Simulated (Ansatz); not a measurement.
Relaxed BN (wurtzite):

```xyz
4
Lattice="2.5440 0.0000 0.0000 -1.2720 2.2031 0.0000 0.0000 0.0000 4.2077" Properties=species:S:1:pos:R:3 pbc="T T T"
B      1.2720     0.7344     4.2073
B      0.0000     1.4688     2.1034
N      1.2720     0.7344     2.6311
N      0.0000     1.4688     0.5272
```

Scan: atom 1 (B, nearest neighbour N at 1.561 Å; its periodic images, 2.5 Å or more away, move with it) is displaced along Cartesian x, direction (1.000, 0.000, 0.000) in Cartesian axes, by s. The other atoms stay.

Level of theory: r2SCAN (plane waves to 500 eV, PAW, scalar-relativistic; Ansatz, a quantum-chemistry and plane-wave program). k mesh 12×12×6 (Γ-centred), Fermi-Dirac smearing 0.05 eV. E stands for the smeared free energy. BN was relaxed with its symmetry unable to fall. ΔE is measured from the undisplaced structure.

```
s (Å)   ΔE (meV/cell)
------  -------------
-0.470           2799
-0.376           1783
-0.282       withheld
-0.188            445
-0.094            111
0.000               0
0.094             111
0.188             445
0.282        withheld
0.376            1783
0.470            2799
```

Fit an even polynomial form (powers 2, 4) to the given rows and predict ΔE at s = -0.282.

Least squares on the 9 given rows: ΔE = (12530)·s² + (645.9)·s⁴, in meV/cell with s in Å; root-mean-square residual 0.9 meV/cell. At -0.282 the fit gives 1001 meV/cell; the calculation gives 1001 meV/cell, the same to the digits shown. The quadratic term alone would give 996 meV/cell.

(For displaced atoms, the force is minus the slope of the energy, and its curvature is a force constant, which sets phonon frequencies.)
